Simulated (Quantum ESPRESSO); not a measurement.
## Band energies of Rb₂NiF₆

```xyz
9
Lattice="0.0000 4.1796 4.1796 4.1796 0.0000 4.1796 4.1796 4.1796 0.0000" Properties=species:S:1:pos:R:3 pbc="T T T"
F      4.1796     6.5732     4.1796
F      4.1796     1.7859     4.1796
F      1.7859     4.1796     4.1796
F      6.5732     4.1796     4.1796
F      4.1796     4.1796     6.5732
F      4.1796     4.1796     1.7859
Ni     0.0000     0.0000     0.0000
Rb     6.2694     6.2694     6.2694
Rb     2.0898     2.0898     2.0898
```

PBEsol (Quantum ESPRESSO, PseudoDojo norm-conserving, 98 Ry, no spin-orbit coupling); path ΓXWKΓLUWLK,UX; energies in eV from the valence-band maximum.

```
k (1/Å)  point  band 35  band 36  band 37  band 38  band 39  band 40  band 41  band 42
-------  -----  -------  -------  -------  -------  -------  -------  -------  -------
0.00         Γ    -0.73    -0.73    -0.03    -0.03    -0.03     1.92     1.92     7.14
0.19              -0.76    -0.74    -0.05    -0.02    -0.02     1.89     1.93     7.39
0.38              -0.83    -0.74    -0.12    -0.01    -0.01     1.79     1.93     8.03
0.75         X    -0.94    -0.75    -0.22     0.00     0.00     1.64     1.93     9.32
0.75         W    -0.84    -0.84    -0.10    -0.10     0.00     1.71     1.87     9.89
1.02         K    -0.91    -0.79    -0.16    -0.04    -0.01     1.70     1.88     9.70
1.22              -0.85    -0.83    -0.08    -0.08    -0.02     1.80     1.84     9.06
1.42              -0.81    -0.79    -0.09    -0.04    -0.03     1.85     1.87     8.14
1.81         Γ    -0.73    -0.73    -0.03    -0.03    -0.03     1.92     1.92     7.14
1.98              -0.75    -0.75    -0.04    -0.03    -0.03     1.91     1.91     7.33
2.30              -0.84    -0.80    -0.12    -0.03    -0.03     1.85     1.85     8.53
2.47         L    -0.86    -0.82    -0.13    -0.03    -0.03     1.84     1.84     9.12
2.93         U    -0.91    -0.79    -0.16    -0.04    -0.01     1.70     1.88     9.70
2.93         W    -0.84    -0.84    -0.10    -0.10     0.00     1.71     1.87     9.89
3.19              -0.85    -0.83    -0.11    -0.07    -0.02     1.78     1.85     9.39
3.32              -0.85    -0.82    -0.13    -0.04    -0.02     1.82     1.84     9.19
3.46         L    -0.86    -0.82    -0.13    -0.03    -0.03     1.84     1.84     9.12
3.57              -0.86    -0.82    -0.13    -0.03    -0.02     1.83     1.84     9.17
3.69              -0.86    -0.82    -0.12    -0.05    -0.02     1.79     1.85     9.33
3.92         K    -0.91    -0.79    -0.16    -0.04    -0.01     1.70     1.88     9.70
3.92         U    -0.91    -0.79    -0.16    -0.04    -0.01     1.70     1.88     9.70
4.18         X    -0.94    -0.75    -0.22     0.00     0.00     1.64     1.93     9.32
```

The PBEsol gap is direct, 1.64 eV at X. Another valence extremum on the path lies within 0.02 eV, too close to call.

The 3d shell has no Hubbard U; the runs are without spin polarisation, and magnetic order was not tried.

Geometry of the Materials Project entry, not relaxed at this level.
